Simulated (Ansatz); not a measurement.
## SrCd2Ge2, first-principles data

SrCd2Ge2:
Space group I4/mmm (No. 139); a = b = 4.5351 Å, c = 11.6324 Å, α = β = γ = 90.00°

```csv
atom,site,symmetry,x,y,z
Sr,2a,4/mmm,0.0000,0.0000,0.0000
Ge,4e,4mm,0.0000,0.0000,0.3912
Cd,4d,-4m2,0.0000,0.5000,0.2500
```
(The calculation used a cell of 5 atoms; values per cell refer to that cell.)

Space group I4/mmm (No. 139); conventional cell a = 4.535 Å, b = 4.535 Å, c = 11.632 Å, α = 90.00°, β = 90.00°, γ = 90.00°.

Method: r²SCAN in the plane-wave PAW code Ansatz. The cell and atoms are relaxed at this level. Other levels are named where they apply.

**Cell and energy**

- Volume per atom = 23.92 Å³
- Density = 6.35 g/cm³
- Formation energy from the elements (no fitted shifts) = -0.36 eV/atom

**Electronic structure**

- Electronic character: metallic (no gap)
- Density of states at the Fermi level: 0.41 states/eV per atom (mean over ±0.08 eV)

**Charges**

- Bader charges: Sr +1.42, Ge -0.79, Cd +0.08 e

The workflow started from an entry of the Crystallography Open Database (COD). Whether it is the stable phase at ambient conditions was not checked. Symmetry was held in the r²SCAN relaxation; its stability against distortions is not shown here. The references are the lowest solids computed at this level, not always the standard phases. Scalar-relativistic: spin–orbit coupling is off unless named, which matters more the heavier the elements.

Potentials: the later of the program's two PAW sets.
